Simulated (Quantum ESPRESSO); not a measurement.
**Moving the functional in HfIn4SiO6**

```cif
data_structure
_symmetry_space_group_name_H-M 'P 1'
_symmetry_Int_Tables_number 1
_cell_length_a 5.6987
_cell_length_b 6.1487
_cell_length_c 7.3080
_cell_angle_alpha 98.488
_cell_angle_beta 111.851
_cell_angle_gamma 96.546
_cell_volume 231.05
loop_
_atom_site_label
_atom_site_type_symbol
_atom_site_fract_x
_atom_site_fract_y
_atom_site_fract_z
_atom_site_occupancy
Hf1 Hf 0.11793 0.01556 0.13292 1
In1 In 0.38842 0.99901 0.72891 1
In2 In 0.75865 0.00842 0.49586 1
In3 In 0.23461 0.48841 0.53300 1
In4 In 0.59649 0.48211 0.20528 1
Si1 Si 0.86778 0.44029 0.85544 1
O1 O 0.55316 0.38738 0.79290 1
O2 O 0.93454 0.38483 0.65596 1
O3 O 0.98414 0.26218 0.00347 1
O4 O 0.99083 0.69806 0.98452 1
O5 O 0.08665 0.06493 0.39374 1
O6 O 0.48680 0.10883 0.21799 1
```

The cell comes from a database or a generator and needn't be the stable form of this composition.

Kept alike: task band structure; k mesh 3 × 3 × 2; occupations fermi-dirac, width 0.05 eV; no spin polarisation. Program: Quantum ESPRESSO, SG15 PBE 1.2, cutoff 1197 eV. The mesh is that of the run's cell of 12 atoms. No spin-orbit coupling.

| functional | band gap (eV) | pressure (GPa) |
| --- | --- | --- |
| LDA | 0.911 | -4.90 |
| PBE | 0.992 | 0.31 |
| PBEsol | 0.913 | -2.54 |
| r2SCAN | 1.356 | -3.71 |

The k mesh is coarse, so the values aren't converged. Pressure is positive in compression; the values hold the error of the finite cutoff, so their zero can differ a little from the energy's minimum. Gaps are the smaller of the mesh's and the band path's. All rows use potentials made for PBE.

Task: What does the functional change here?

Result: The band gap runs from 0.911 (LDA) to 1.356 eV (r2SCAN). From PBE: LDA -0.081; PBEsol -0.079; r2SCAN +0.364. The pressure runs from -4.90 (LDA) to 0.31 GPa (PBE). From PBE: LDA -5.21; PBEsol -2.85; r2SCAN -4.02.
